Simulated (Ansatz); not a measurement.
## Relaxing a structure of Fe

The start is a relaxed Fe cell, doubled along one cell vector, shaken by Gaussian noise of σ = 0.08 Å a coordinate. The cell and all atomic positions are relaxed at zero pressure with PBEsol (plane waves to 420 eV, PAW, scalar-relativistic; Ansatz, a program for electronic structure). The first steps use a coarse 7×14×14 k-mesh.

The start:
```yaml
crystal:
  lattice:
    - [4.65522, 0.00000, 0.00000]
    - [0.00000, 2.32761, 0.00000]
    - [0.00000, 0.00000, 2.32761]
  atoms:
    - { symbol: Fe, position: [0.01295, 0.02881, 0.05874] }
    - { symbol: Fe, position: [0.52256, 0.02471, 0.04617] }
```
Spin-polarised start, with parallel moments on Fe.

Energy released: 0.87 eV/atom
Relative to the parent: It does not go back: it reaches Im-3m (No. 229), bcc (W type), 0.86 eV/atom below the parent
Shortest distances (start → end): The closest pairs of elements (up to four, under 3.6 Å), start → end: Fe–Fe 2.28 → 2.41 Å
Band gap at the end: no gap (metallic)
Moments at the end: net 2.10 μB/atom, ferromagnetic
Optimiser moves: 19

Final structure:

```cif
data_Fe2
_chemical_formula_sum 'Fe2'
_space_group_name_H-M_alt 'Im-3m'
_space_group_IT_number 229
_space_group_name_Hall '-I 4 2 3'
_cell_length_a 2.78677
_cell_length_b 2.78677
_cell_length_c 2.78677
_cell_angle_alpha 90.000
_cell_angle_beta 90.000
_cell_angle_gamma 90.000
loop_
_atom_site_label
_atom_site_type_symbol
_atom_site_symmetry_multiplicity
_atom_site_Wyckoff_symbol
_atom_site_fract_x
_atom_site_fract_y
_atom_site_fract_z
_atom_site_occupancy
Fe1 Fe 2 a 0.00000 0.00000 0.00000 1
```
(The calculation used a cell of 1 atom; values per cell refer to that cell.)

Final values are on a 23×23×23 k-mesh of the relaxed cell. Spin state reached: ferromagnetic (net 2.10 μB/atom), from parallel starting moments; other spin orders were not run from this start.

The run could not lose the symmetry of its start.

Of the parent cell (Pm-3m (No. 221)): it is a generated cell of Fe: the first start was made by a random draw of sites in a space group, and the end was not matched to a known phase here, so it may be hypothetical. Known forms of Fe include space group No. 229.
